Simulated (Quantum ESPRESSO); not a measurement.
## Band energies of SrGeP2O8

```
SrGeP2O8
1.0
    3.91880    -2.53916     0.00000
    3.91880     2.53916     0.00000
   -0.55097     0.00000     7.30640
O P Ge Sr
8 2 1 1
Direct
  0.76812   0.76812   0.95099
  0.23188   0.23188   0.04901
  0.69068   0.69068   0.60185
  0.30932   0.30932   0.39815
  0.27096   0.76646   0.81269
  0.72904   0.23354   0.18731
  0.23354   0.72904   0.18731
  0.76646   0.27096   0.81269
  0.63201   0.63201   0.79231
  0.36799   0.36799   0.20769
  0.00000   0.00000   0.00000
  0.00000   0.00000   0.50000
```

norm-conserving LDA (Quantum ESPRESSO, 84 Ry, no spin-orbit coupling); path ΓYFLI,I1ZF1,YX1,XΓN,MΓ; energies in eV from the valence-band maximum.

| k (1/Å) | point | band 37 | band 38 | band 39 | band 40 | band 41 | band 42 | band 43 | band 44 |
|---|---|---|---|---|---|---|---|---|---|
| 0.00 | Γ | -1.13 | -0.92 | -0.67 | -0.17 | -0.17 | 4.47 | 6.27 | 7.62 |
| 0.57 |  | -0.90 | -0.84 | -0.73 | -0.55 | -0.12 | 4.73 | 6.81 | 7.26 |
| 1.13 | Y | -1.01 | -0.98 | -0.73 | -0.45 | 0.00 | 4.52 | 7.04 | 7.61 |
| 1.39 |  | -1.02 | -0.90 | -0.69 | -0.57 | -0.02 | 4.63 | 6.88 | 7.33 |
| 1.65 | F | -0.91 | -0.84 | -0.74 | -0.58 | -0.07 | 4.73 | 6.74 | 7.23 |
| 2.01 |  | -1.04 | -0.87 | -0.65 | -0.61 | -0.04 | 4.65 | 6.90 | 7.41 |
| 2.53 | L | -0.97 | -0.90 | -0.53 | -0.42 | -0.26 | 4.65 | 6.92 | 7.23 |
| 2.53 | I | -0.99 | -0.87 | -0.77 | -0.53 | -0.50 | 5.31 | 7.12 | 7.71 |
| 3.76 | I1 | -0.99 | -0.87 | -0.77 | -0.53 | -0.50 | 5.31 | 7.12 | 7.71 |
| 4.11 |  | -1.03 | -0.90 | -0.81 | -0.70 | -0.57 | 5.66 | 7.22 | 7.73 |
| 4.62 | Z | -1.02 | -0.94 | -0.68 | -0.23 | -0.03 | 4.85 | 6.43 | 7.46 |
| 4.79 |  | -0.99 | -0.91 | -0.69 | -0.31 | -0.05 | 4.82 | 6.52 | 7.35 |
| 5.29 |  | -0.92 | -0.89 | -0.60 | -0.43 | -0.27 | 4.66 | 6.96 | 7.26 |
| 5.79 | F1 | -0.91 | -0.84 | -0.74 | -0.58 | -0.07 | 4.73 | 6.74 | 7.23 |
| 5.79 | Y | -1.01 | -0.98 | -0.73 | -0.45 | 0.00 | 4.52 | 7.04 | 7.61 |
| 5.89 | X1 | -1.00 | -0.99 | -0.77 | -0.46 | -0.03 | 4.57 | 7.06 | 7.63 |
| 5.89 | X | -1.00 | -0.99 | -0.77 | -0.46 | -0.03 | 4.57 | 7.06 | 7.63 |
| 6.08 |  | -1.05 | -0.98 | -0.90 | -0.47 | -0.19 | 4.94 | 7.18 | 7.62 |
| 6.84 |  | -1.11 | -0.86 | -0.69 | -0.31 | -0.26 | 4.74 | 6.42 | 7.67 |
| 7.03 | Γ | -1.13 | -0.92 | -0.67 | -0.17 | -0.17 | 4.47 | 6.27 | 7.62 |
| 7.37 |  | -1.10 | -0.93 | -0.65 | -0.47 | -0.24 | 5.03 | 6.56 | 7.56 |
| 7.87 | N | -1.00 | -0.98 | -0.77 | -0.62 | -0.52 | 5.75 | 7.19 | 7.64 |
| 7.87 | M | -1.06 | -0.91 | -0.82 | -0.57 | -0.52 | 5.67 | 7.19 | 7.77 |
| 8.61 | Γ | -1.13 | -0.92 | -0.67 | -0.17 | -0.17 | 4.47 | 6.27 | 7.62 |

The LDA gap is indirect, 4.47 eV, from Y to Γ; the smallest direct gap is 4.52 eV.

Spin-orbit splittings are left out.

Geometry of the Materials Project entry, not relaxed at this level.
